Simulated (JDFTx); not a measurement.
An input for a modified build of JDFTx (C4H11Ge (SMILES CC(C)[CH][GeH3]), charge 0, multiplicity 2, linear PCM (GLSSA13), carbon disulfide, no salt; bohr, hartree) and the course of its log:

```
lattice \
  25.5113026824 0.0000000000 0.0000000000 \
  0.0000000000 22.2042819644 0.0000000000 \
  0.0000000000 0.0000000000 20.3145558397
coords-type Cartesian
ion C -3.0231802543 2.5119264638 -0.0555140522 0
ion C -1.9039875803 -0.0915851897 -0.7057062378 0
ion C -3.9154648825 -2.1374126387 -0.3191442266 0
ion C 0.3504208715 -0.5822484023 0.8821453024 0
ion Ge 3.7375893201 -0.2440147537 -0.2937365267 0
ion H -4.6593281715 2.8926600987 -1.2401469092 0
ion H -3.6049591852 2.5647158455 1.9151670998 0
ion H -1.6217788871 3.9838552217 -0.3661077188 0
ion H -1.3458884056 -0.0645557646 -2.7014362508 0
ion H -4.5189253013 -2.1841854713 1.6458826283 0
ion H -3.1601724311 -3.9838552217 -0.8138465096 0
ion H -5.5546102231 -1.7599825077 -1.5008257829 0
ion H -0.0202139743 -0.9778130985 2.8510506673 0
ion H 5.5546102231 -1.4456665218 1.4967301341 0
ion H 4.5534825454 2.4602257376 -0.6105361659 0
ion H 4.0358536298 -1.4163694131 -2.8510506673 0
ion-species pseudo/c_pbe_v1.2.upf
ion-species pseudo/ge_pbe_v1.4.upf
ion-species pseudo/h_pbe_v1.4.upf
elec-cutoff 20 100
elec-ex-corr gga-PBE
symmetries none
elec-n-bands 21
spintype z-spin
elec-initial-magnetization 1 yes
electronic-scf nIterations 100 energyDiffThreshold 1e-8
fluid LinearPCM
pcm-variant GLSSA13
fluid-solvent CarbonDisulfide
fluid-minimize nIterations 400 knormThreshold 1e-11
wavefunction read s0.wfns 24
dump-name s5.$VAR
dump End State Ecomponents EigStats BandEigs Forces ElecDensity IonicPositions FluidDebug
```

```
[one cycle in 5 is shown, and the last three; fluid-solver lines are left out]
SCF: Cycle:  0   Etot: -108.121002386729629   dEtot: +1.550e+01   |Residual|: 1.128e+00   |deigs|: 1.791e-01
SCF: Cycle:  5   Etot: -123.600649099190392   dEtot: -2.480e-02   |Residual|: 1.320e-01   |deigs|: 2.363e-02
SCF: Cycle: 10   Etot: -123.617164574536844   dEtot: -1.524e-03   |Residual|: 4.933e-02   |deigs|: 6.068e-03
SCF: Cycle: 15   Etot: -123.415696566302387   dEtot: -9.173e-02   |Residual|: 1.924e-01   |deigs|: 1.627e-02
SCF: Cycle: 20   Etot: -123.617223057518189   dEtot: -4.858e-04   |Residual|: 6.437e-03   |deigs|: 7.564e-04
SCF: Cycle: 25   Etot: -123.618327114093077   dEtot: -2.230e-04   |Residual|: 6.526e-03   |deigs|: 2.037e-04
SCF: Cycle: 30   Etot: -123.618480669419554   dEtot: -8.955e-05   |Residual|: 2.206e-03   |deigs|: 4.088e-04
SCF: Cycle: 35   Etot: -123.319456350870837   dEtot: -2.873e-02   |Residual|: 2.145e-01   |deigs|: 6.550e-03
SCF: Cycle: 40   Etot: -123.295570205785651   dEtot: -3.678e-02   |Residual|: 2.144e-01   |deigs|: 2.976e-03
SCF: Cycle: 45   Etot: -121.445769084578885   dEtot: +2.166e+00   |Residual|: 4.335e-01   |deigs|: 3.192e-02
SCF: Cycle: 50   Etot: -123.368209708559192   dEtot: +8.761e-03   |Residual|: 1.431e-01   |deigs|: 9.313e-03
SCF: Cycle: 55   Etot: -123.570938518099268   dEtot: -9.812e-02   |Residual|: 6.077e-02   |deigs|: 1.571e-02
SCF: Cycle: 60   Etot: -123.613922616962043   dEtot: -2.508e-03   |Residual|: 6.732e-02   |deigs|: 2.195e-03
SCF: Cycle: 65   Etot: -120.988560106653026   dEtot: +2.625e+00   |Residual|: 5.592e-01   |deigs|: 3.264e-02
SCF: Cycle: 70   Etot: -123.425621133948354   dEtot: -5.916e-02   |Residual|: 1.481e-01   |deigs|: 7.174e-03
SCF: Cycle: 75   Etot: -123.617610067076242   dEtot: -3.297e-04   |Residual|: 3.837e-02   |deigs|: 4.011e-04
SCF: Cycle: 80   Etot: -123.356884861490812   dEtot: -1.153e-01   |Residual|: 1.772e-01   |deigs|: 1.122e-02
SCF: Cycle: 85   Etot: -123.375543085573099   dEtot: -5.208e-03   |Residual|: 1.689e-01   |deigs|: 6.658e-04
SCF: Cycle: 90   Etot: -123.615275607760537   dEtot: -3.316e-03   |Residual|: 5.475e-02   |deigs|: 3.532e-03
SCF: Cycle: 95   Etot: -123.186055168942801   dEtot: -2.341e+00   |Residual|: 2.242e-01   |deigs|: 6.519e-02
SCF: Cycle: 97   Etot: -121.572785331810280   dEtot: -4.370e+00   |Residual|: 3.527e-01   |deigs|: 1.191e-01
SCF: Cycle: 98   Etot: -122.685629012442291   dEtot: -1.113e+00   |Residual|: 2.597e-01   |deigs|: 4.446e-02
SCF: Cycle: 99   Etot: -123.024254361694091   dEtot: -3.386e-01   |Residual|: 2.354e-01   |deigs|: 2.108e-02
SCF: None of the convergence criteria satisfied after 100 iterations.
IonicMinimize: Iter:   0  Etot: -123.024254361694091  |grad|_K:  0.000e+00
IonicMinimize: Converged (|grad|_K<1.000000e-04).
```

This run gave no converged result. The electronic loop ended without meeting its threshold, so the last energy, chemical potential and forces aren't results.
